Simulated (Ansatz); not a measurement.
AlN:
```xyz
2
Lattice="2.5936 0.0000 0.0000 0.0000 2.5936 0.0000 0.0000 0.0000 2.5936" Properties=species:S:1:pos:R:3 pbc="T T T"
Al     0.0000     0.0000     0.0000
N      1.2968     1.2968     1.2968
```

Relaxed with PBEsol. Special points in fractions of this cell's reciprocal vectors: Γ (0.000, 0.000, 0.000); X (0.000, 0.500, 0.000); M (0.500, 0.500, 0.000); R (0.500, 0.500, 0.500).

List the band energies nearest the Fermi level at these points for PBEsol (plane waves, PAW; program Ansatz).

In eV from the Fermi level; about four levels below and three above (degenerate sets whole), none deeper than 8.9 eV; … stands for higher levels left out; points with the same levels are listed once.

| k | below | above |
|---|---|---|
| Γ | -1.55 -1.55 -1.55 | 1.05 … |
| X | -0.50 -0.50 | 4.75 7.56 … |
| M | -7.38 -7.38 -1.49 | 0.56 … |
| R | -5.03 -5.03 -5.03 | … |

Space group Pm-3m (CsCl type). A made-up cell: these elements were put on the sites of a structure type; neither database checked (COD, Materials Project) lists it. It is not the phase usual at ambient conditions (space group No. 186, 216). Symmetry was held in the PBEsol relaxation. At this level the phase is mechanically unstable.

Potentials: the later of the program's two PAW sets.
